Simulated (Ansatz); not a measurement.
K2Sn2O3:
```cif
data_K6O9Sn6
_chemical_formula_sum 'K6 Sn6 O9'
_space_group_name_H-M_alt 'R-3m :H'
_space_group_IT_number 166
_space_group_name_Hall '-R 3 2"'
_cell_length_a 6.02029
_cell_length_b 6.02029
_cell_length_c 14.08708
_cell_angle_alpha 90.000
_cell_angle_beta 90.000
_cell_angle_gamma 120.000
loop_
_atom_site_label
_atom_site_type_symbol
_atom_site_symmetry_multiplicity
_atom_site_Wyckoff_symbol
_atom_site_fract_x
_atom_site_fract_y
_atom_site_fract_z
_atom_site_occupancy
K1 K 3 b 0.00000 0.00000 0.50000 1
K2 K 3 a 0.00000 0.00000 0.00000 1
Sn1 Sn 6 c 0.00000 0.00000 0.24294 1
O1 O 9 d 0.50000 0.50000 0.50000 1
```
(The calculation used a cell of 7 atoms; values per cell refer to that cell.)

Relaxed with PBEsol. 

HSE06 on this cell (Ansatz, an electronic-structure program, PAW) gives a gap of 1.70 eV. What does PBEsol give?

0.98 eV.

Cost on shared cores: the PBEsol run (SCF on a 6×6×6 mesh, then bands and DOS) about 90 core-seconds (a rough figure), the HSE06 run (SCF on 4×4×4, then a few points) roughly 6 core-minutes; the tasks are unlike.

The workflow started from a Materials Project entry (that database holds measured and hypothetical structures alike); the Crystallography Open Database files this formula in space group No. 166, but the cells were not matched. Its standing as an ambient phase is unchecked. Symmetry was held in the PBEsol relaxation; whether a distortion lowers the energy is not shown. Spin–orbit coupling is left out wherever it is not named.

Potentials: the earlier of the program's two PAW sets. The files were generated under PBE; for other functionals the program regenerates the frozen cores, and for LDA and PBEsol the local potential too.

Ansatz is a plane-wave DFT program.
